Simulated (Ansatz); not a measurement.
MgH2:
```xyz
6
Lattice="4.4291 0.0000 0.0000 0.0000 4.4291 0.0000 0.0000 0.0000 2.9732" Properties=species:S:1:pos:R:3 pbc="T T T"
Mg     2.2146     2.2146     1.4866
Mg     0.0000     0.0000     0.0000
H      3.0809     3.0809     0.0000
H      1.3482     1.3482     0.0000
H      3.5627     0.8664     1.4866
H      0.8664     3.5627     1.4866
```

x, y and z are the axes in which the lattice vectors are written.

Problem. Give the high-frequency dielectric tensor and the Born effective charge tensors of the independent atoms from DFPT, LDA in the plane-wave PAW code Ansatz.

Solution. 
ε∞:
```
4.26  0.00  0.00
0.00  4.26  0.00
0.00  0.00  4.31
```
Z* of atom 1 (Mg), rows: field, columns: displacement, in e:
```
 1.83  -0.12   0.00
-0.12   1.83   0.00
 0.00   0.00   1.93
```
Z* of atom 3 (H), rows: field, columns: displacement, in e:
```
-0.92  -0.21   0.00
-0.21  -0.92   0.00
 0.00   0.00  -0.97
```

Space group P4_2/mnm (rutile). The cell was relaxed with LDA under the symmetry of its start; phonons on a q-mesh show no instability.

Potentials: the later of the program's two PAW sets.
